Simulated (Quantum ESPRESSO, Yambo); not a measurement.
**K$_{2}$PdC$_{2}$: DFT and GW levels**

```
K2PdC2
1.0
    5.11818     0.00000     0.00000
   -2.55909     4.43247     0.00000
    0.00000     0.00000     5.25814
C K Pd
2 2 1
Direct
  0.00000   0.00000   0.62020
  0.00000   0.00000   0.37980
  0.66667   0.33333   0.72020
  0.33333   0.66667   0.27980
  0.00000   0.00000   0.00000
```

The geometry is that of Materials Project entry mp-1068977, symmetrised and not relaxed again.

Starting point: norm-conserving LDA (Quantum ESPRESSO, 82 Ry, without SOC). G0W0 in Yambo: 3×3×2 Γ-centred k mesh, bands 5 to 220 and a 8 Ry block in the screening, 220 bands in G with the Bruneval-Gonze terminator, plasmon pole fitted at 27.2 eV.

* **LDA gap along the band path**: 1.34 eV
* **LDA gap between the mesh's edge points (A → (0, 0.333, -0.5))**: 1.68 eV
* **G0W0 gap between the same points**: 2.79 eV
* **LDA smallest direct gap on the mesh (at (0, 0.333, -0.5))**: 1.70 eV
* **G0W0 direct gap at that point**: 2.81 eV
* **estimate of the fundamental G0W0 gap (path gap plus the correction; the mesh misses a band edge)**: 2.46 eV

| k point | band | E LDA (eV) | E QP (eV) | shift (eV) | Z |
|---|---|---|---|---|---|
| A | VB | 0.00 | -0.58 | -0.58 | 0.76 |
| A | CB | 2.64 | 3.49 | 0.85 | 0.80 |
| (0, 0.333, -0.5) | VB | -0.02 | -0.59 | -0.57 | 0.76 |
| (0, 0.333, -0.5) | CB | 1.68 | 2.21 | 0.53 | 0.81 |

Energies count from the LDA valence-band maximum.

Nearest settings tried, and what they do to the gap: 169 bands in W, 169 bands in G: -1 meV; 6 Ry block (213 vectors against 327): -21 meV; 3×3×4 mesh: -156 meV. So the settings aren't converged at that level. The k mesh is coarse.

Spin-orbit splittings are left out.

The structure is a Materials Project entry; no match was found in the copy of COD used, and its stability was not checked.
